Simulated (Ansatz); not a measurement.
Relaxed-ion elastic tensor of CdSiN2 in space group R-3m (No. 166; Cd on 3a, Si on 3b, N on 6c) in GPa (Voigt order), r²SCAN (plane waves, PAW; program Ansatz); density 7.03 g/cm³, 9.95 Å³ per atom.

|  | 1 | 2 | 3 | 4 | 5 | 6 |
|---|---|---|---|---|---|---|
| 1 | 456 | 135 | 99.5 | -13.3 | 0.0 | 0.0 |
| 2 | 135 | 456 | 99.5 | 13.3 | 0.0 | 0.0 |
| 3 | 99.5 | 99.5 | 444 | 0.0 | 0.0 | 0.0 |
| 4 | -13.3 | 13.3 | 0.0 | 47.2 | 0.0 | 0.0 |
| 5 | 0.0 | 0.0 | 0.0 | 0.0 | 47.2 | -13.3 |
| 6 | 0.0 | 0.0 | 0.0 | 0.0 | -13.3 | 160 |

**Question.** Is the crystal mechanically stable?

**Answer.** Yes: the smallest eigenvalue of C is 45.6 GPa.

**Question.** Work out the Voigt, Reuss and Hill averages.

**Answer.** K_V = 225, K_R = 224, K_H = 225; G_V = 119, G_R = 81.0, G_H = 100.0 GPa.

**Question.** Give Young's modulus, Poisson's ratio, Pugh's ratio and the universal anisotropy index.

**Answer.** E = 9KG/(3K + G) = 261 GPa; ν = 0.31; K/G = 2.25 (ductile by the Pugh limit of 1.75); A_U = 5G_V/G_R + K_V/K_R − 6 = 2.35.

**Question.** Estimate the sound speeds and the Debye temperature.

**Answer.** v_l = √((K + 4G/3)/ρ) = 7130 m/s, v_t = √(G/ρ) = 3770 m/s, mean 4210 m/s; Θ = (h/k)(3n/4πV)^(1/3) v_m = 583 K.

**Question.** Solve the Christoffel equation for the three sound speeds along x, y, z.

**Answer.** Eigenvalues of C_ijkl n_j n_l equal ρv². In km/s, slowest first: x 2.55, 4.80, 8.05; y 2.58, 4.77, 8.05; z 2.59, 2.59, 7.94.

**Question.** How much does each axis shrink under pressure?

**Answer.** Linear compressibilities β_i = Σ_j S_ij (j = 1 to 3): x 1.4, y 1.4, z 1.6 per TPa.

The start of the workflow was typed in or built on a structure type; neither database checked (COD, Materials Project) lists it. Whether it is the stable phase at ambient conditions was not checked. Symmetry was held in the r²SCAN relaxation; whether a distortion lowers the energy is not shown.

Potentials: the later of the program's two PAW sets.
